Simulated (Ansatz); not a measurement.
C:
```xyz
2
Lattice="0.0000 1.7769 1.7769 1.7769 0.0000 1.7769 1.7769 1.7769 0.0000" Properties=species:S:1:pos:R:3 pbc="T T T"
C      1.7769     1.7769     1.7769
C      2.6653     2.6653     2.6653
```

Relaxed with PBEsol. Special points in fractions of this cell's reciprocal vectors: Γ (0.000, 0.000, 0.000); X (0.500, 0.000, 0.500); U (0.625, 0.250, 0.625); K (0.375, 0.375, 0.750); L (0.500, 0.500, 0.500); W (0.500, 0.250, 0.750).

### Question
List the band energies nearest the valence-band maximum at these points for PBEsol (plane waves, PAW; program Ansatz).

### Answer
In eV from the valence-band maximum; about four levels below and three above (degenerate sets whole), none deeper than 8.9 eV; … stands for higher levels left out; points with the same levels are listed once.

```json
[
 {"k": "Γ", "below": "0.00 0.00 0.00", "above": "…"},
 {"k": "X", "below": "-6.41 -6.41", "above": "4.63 4.63 …"},
 {"k": "U", "below": "-5.46", "above": "5.56 10.71 …"},
 {"k": "L", "below": "-2.85 -2.85", "above": "8.43 8.43 …"},
 {"k": "W", "below": "-8.51 -8.51", "above": "10.51 10.51 …"}
]
```

Space group Fd-3m (diamond). The PBEsol relaxation kept the symmetry of its start.

Potentials: the later of the program's two PAW sets.
